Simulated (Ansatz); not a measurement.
Computed with Ansatz, DFT PBE, scalar-relativistic, plane waves, PAW, and for the lanthanide a 4f-in-core norm-conserving potential. All cells share a 770 eV cutoff and Γ-centred k meshes spaced at most about 0.3 Å⁻¹ (about 0.25 or finer for metals, 2π included). No spin polarisation in the final relaxations.

These are static total energies at zero pressure.

Two relaxed structures of Er2AlAs3:

A.

```xyz
6
Lattice="3.9875 0.0000 0.0000 0.0000 3.9875 0.0000 0.0000 0.0000 8.0971" Properties=species:S:1:pos:R:3 pbc="T T T"
Er    0.0000    1.9938    5.5682
Er    1.9938    0.0000    2.5290
Al    0.0000    0.0000    0.0000
As    1.9938    1.9938    0.0000
As    0.0000    1.9938    2.6656
As    1.9938    0.0000    5.4315
```

B.

```xyz
6
Lattice="6.1871 0.0000 0.0000 -3.0935 5.3582 0.0000 0.0000 0.0000 4.3803" Properties=species:S:1:pos:R:3 pbc="T T T"
Er    3.0935    1.7861    0.0000
Er    0.0000    3.5721    0.0000
Al    0.0000    0.0000    0.0000
As   -1.5468    2.6791    2.1902
As    1.5468    2.6791    2.1902
As    3.0935    0.0000    2.1902
```

Question: Which would you expect to be lower, and how large is the difference?

Answer: A is lower, by 0.32 eV/atom. A has space group P-4m2 (No. 115), 21.5 Å³/atom and no gap on its mesh; B has space group P6/mmm (No. 191), 24.2 Å³/atom and no gap. Counting As atoms around Al and Er (those within 1.25 times the shortest such distance or 1.15 times the sum of covalent radii, 1.27 where that leaves under three; a plus sign parts nearer from farther groups; the shortest distance is added where it exceeds 1.18 times the sum of covalent radii), A has Er 5+2, Al 4+4 and B has Er 6, Al 12 from 3.8 Å. The denser one is the lower, and pressure would at first widen the difference. Both come from invented guesses.

Cells relaxed within their symmetry can be saddle points.

The lanthanide is trivalent by construction, without f bands, f moments or other valences.
